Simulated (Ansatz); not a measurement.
Data:

Relaxed PbTe (rock salt):

```
PbTe
1.0
    0.00000     3.28451     3.28451
    3.28451     0.00000     3.28451
    3.28451     3.28451     0.00000
Te Pb
1 1
Direct
  0.00000   0.00000   0.00000
  0.50000   0.50000   0.50000
```

In this cell atom 2 (Pb, nearest neighbour Te at 3.285 Å; its periodic images, 4.6 Å or more away, move with it) is moved by s along Cartesian x, unit vector (1.000, 0.000, 0.000); all other atoms and the cell stay fixed.

Level of theory: PBE (plane waves to 420 eV, PAW, scalar-relativistic; Ansatz, a first-principles code). k mesh 7×7×7 (Γ-centred), Fermi-Dirac smearing 0.05 eV. Energies are smeared free energies. PbTe was relaxed with its symmetry unable to fall. Spin-orbit coupling is left out, though Pb and Te are heavy. ΔE is measured from the undisplaced structure.

The scan covers s from -0.990 to 0.990 Å in 11 points.

Question: Is this a single well or a double well?

Answer: A single well with its minimum at or next to zero displacement.

Question: Is the energy the same for equal positive and negative displacements?

Answer: Even: the same for both signs. With its periodic images moving along, the atom's site symmetry in this cell is m-3m.

Question: What is the energy change at s = 0.990 Å?

Answer: 2564 meV/cell.

Question: What force acts on the atom along the line at s = -0.990 Å?

Answer: 10.5 eV/Å.

(For displaced atoms, the force is minus the slope of the energy, and its curvature is a force constant, which sets phonon frequencies.)
